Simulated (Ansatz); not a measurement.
A film clamped to a substrate in Ca

All numbers below come from DFT r2SCAN, scalar-relativistic, plane waves, PAW in Ansatz 0.2.0. Settings: plane waves to 500 eV, k-mesh 14×14×14 (Γ-centred), Gaussian smearing 0.15 eV. No spin polarisation. Energies are free energies at this smearing, counted from the undisturbed cell; pressure is positive in compression.

Zero of the scan (as given, not relaxed at this level; it stands at -0.2 GPa):

```
CELL_PARAMETERS angstrom
0.00000 2.79420 2.79420
2.79420 0.00000 2.79420
2.79420 2.79420 0.00000
ATOMIC_POSITIONS crystal
Ca 0.00000 0.00000 0.00000
```

The cell (1 atom, V0 = 43.63 Å³) is strained by p along both x and y and by q along z, fractional coordinates fixed. τp = (1/V0) ∂E/∂p = (σxx + σyy)(1 + p)(1 + q) and τq = (1/V0) ∂E/∂q = σzz(1 + p)², with tension positive.

```csv
p,q,ΔE (meV/atom),τp (GPa),τq (GPa)
0.000,0.000,0.00,0.39,0.19
-0.030,0.000,6.52,-2.05,-0.73
0.030,0.000,11.79,2.43,1.06
0.000,-0.030,1.18,-0.57,-0.49
0.000,0.030,4.31,1.23,0.86
```

Get the second derivatives of the energy density.

Central differences give A = ∂τp/∂p = 75 GPa (C11 + C22 + 2 C12), C = ∂τq/∂q = 22.4 GPa (C33) and the cross term B = ∂τq/∂p = 29.9 GPa (C13 + C23); ∂τp/∂q = 29.9 GPa must equal B, and any difference shows higher-order terms. Steps this large leave an error of some per cent of A or C in all of these, which can swamp a small B. The ions are clamped. In a cubic crystal C11 = C = 22.4, C12 = B/2 = 14.9 GPa and A should be 2(C11 + C12) = 75 GPa; the bulk modulus is (C11 + 2 C12)/3 = 17.4 GPa.

A film of this crystal grows with z along the normal on a substrate that imposes p. How does its thickness respond, and what does the misfit cost?

Count p and q from the stress-free cell. A free surface needs τq = 0, so q = −(B/C) p = -1.34 p. The energy density left is (A − B²/C) p²/2 = M p², with the biaxial modulus M = 17.4 GPa; a misfit of 1 % costs 0.47 meV/atom, against 1.02 meV/atom if the thickness were held.

In a metal these slopes depend on the k mesh and the smearing.